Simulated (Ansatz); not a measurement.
Values for one crystal, relaxed and computed with LDA (plane waves, PAW; program Ansatz); other levels are named.

- Volume per atom: 13.91 Å³
- Electronic character: metallic (no gap)
- Pressure derivative B′: 4.9
- Young's modulus: 283 GPa
- Zone-centre stability: no imaginary mode at Γ
- Density of states at the Fermi level: 0.27 states/eV per atom (mean over ±0.08 eV)
- Highest zone-centre frequency: 333 cm⁻¹

Task: Which compound is it?
A. ReB2, P6_3/mmc (Re on 2c, B on 4f)
B. CoSi2, fluorite or antifluorite type
C. PIr2, fluorite or antifluorite type
D. Si2Ni, fluorite or antifluorite type

Result: C, PIr2, fluorite or antifluorite type

Space group Fm-3m (fluorite or antifluorite type). The first step of the workflow began from a Materials Project structure, measured or hypothetical; the Crystallography Open Database files this formula in space group No. 225, but the cells were not matched. Whether it is the stable phase at ambient conditions was not checked. Symmetry was held in the LDA relaxation. The run is not spin-polarised. As this level gives no gap, phonon frequencies hold no LO–TO term and depend on the k-mesh and smearing (Fermi–Dirac, 0.1 eV here). Scalar-relativistic: spin–orbit coupling is off unless named, which matters more the heavier the elements.

Potentials: the later of the program's two PAW sets.
